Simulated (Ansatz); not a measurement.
BaSi₂ in space group P-3m1 (No. 164; Ba on 1a, Si on 2d), PBEsol in the plane-wave PAW code Ansatz, all energies at zero smearing, with the estimated change up to a 700 eV cutoff added, with one set of potentials and settings (totals compare only within such a set). Cell of 3 atoms (1 Ba, 2 Si): -7106.900 eV.

| element | reference phase | E (eV/atom) |
|---|---|---|
| Ba | Im-3m, 1 atoms in the cell | -5862.6098 |
| Si | Fd-3m, 2 atoms in the cell | -621.4920 |

Formation energy per atom, worked out: (-7106.900 − 1×(-5862.6098) − 2×(-621.4920))/3 = -0.435 eV/atom (-42 kJ per mol of atoms), at 0 K, without zero-point energy or fitted corrections.

The first step of the workflow began from a Materials Project structure, measured or hypothetical; the Crystallography Open Database copy checked does not list it. COD files the formula under space group No. 62, 191, so this cell is another polymorph or a model. Its standing as an ambient phase is unchecked. The PBEsol relaxation kept the symmetry of its start; of distortions, only those at the zone centre were tested. The references are the lowest solids computed at this level, not always the standard phases. Scalar-relativistic: spin–orbit coupling is off unless named, which matters more the heavier the elements.

Potentials: the later of the program's two PAW sets.
